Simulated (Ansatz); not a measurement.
Si₂Rh₃ (La2O3 or Ni2Al3 type, P-3m1), PBEsol in the plane-wave PAW code Ansatz, all energies at zero smearing, with the estimated change up to a 700 eV cutoff added, with one set of potentials and settings (totals compare only within such a set). Cell of 5 atoms (2 Si, 3 Rh): -20263.525 eV.

```
element             reference phase  E (eV/atom)
-------  --------------------------  -----------
Si       Fd-3m, 2 atoms in the cell    -621.4920
Rh       Fm-3m, 1 atoms in the cell   -6338.7479
```

Formation energy per atom, worked out: (-20263.525 − 2×(-621.4920) − 3×(-6338.7479))/5 = -0.860 eV/atom (-83 kJ per mol of atoms), at 0 K, without zero-point energy or fitted corrections.

The workflow started from a Materials Project entry (that database holds measured and hypothetical structures alike); the Crystallography Open Database copy checked does not list it. Whether it is the stable phase at ambient conditions was not checked. The cell was relaxed with PBEsol under the symmetry of its start; its stability against distortions is not shown here. No spin polarisation was allowed. The references are the lowest solids computed at this level, not always the standard phases.

Potentials: the later of the program's two PAW sets.
